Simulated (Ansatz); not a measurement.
BPt (NiAs type, space group No. 194) at seven volumes, r²SCAN (plane waves, PAW; program Ansatz), shape and atoms relaxed at each. One row is withheld.

| V (Å³/atom) | P (GPa) |
|---|---|
| 10.010 | 31.99 |
| 10.340 | ? |
| 10.670 | 8.95 |
| 11.000 | 0.00 |
| 11.330 | -7.57 |
| 11.660 | -13.94 |
| 11.990 | -19.30 |

Fit the shown pressures and predict the withheld one.

P = (3/2)B₀(x^(7/2) − x^(5/2))[1 + (3/4)(B′ − 4)(x − 1)] with x = (V₀/V)^(2/3). Least squares on the six rows gives V₀ = 11.000 Å³/atom, B₀ = 273 GPa, B′ = 4.59. At V = 10.340, x = 1.0421 and P = 19.47 GPa. The run itself gave 19.51 GPa.

Space group P6_3/mmc (NiAs type). The workflow started from an entry of the Crystallography Open Database (COD). Whether it is the stable phase at ambient conditions was not checked. The cell was relaxed with r²SCAN under the symmetry of its start; its stability against distortions is not shown here. The run is not spin-polarised. Scalar-relativistic: spin–orbit coupling is off unless named, which matters more the heavier the elements.

Potentials: the later of the program's two PAW sets.
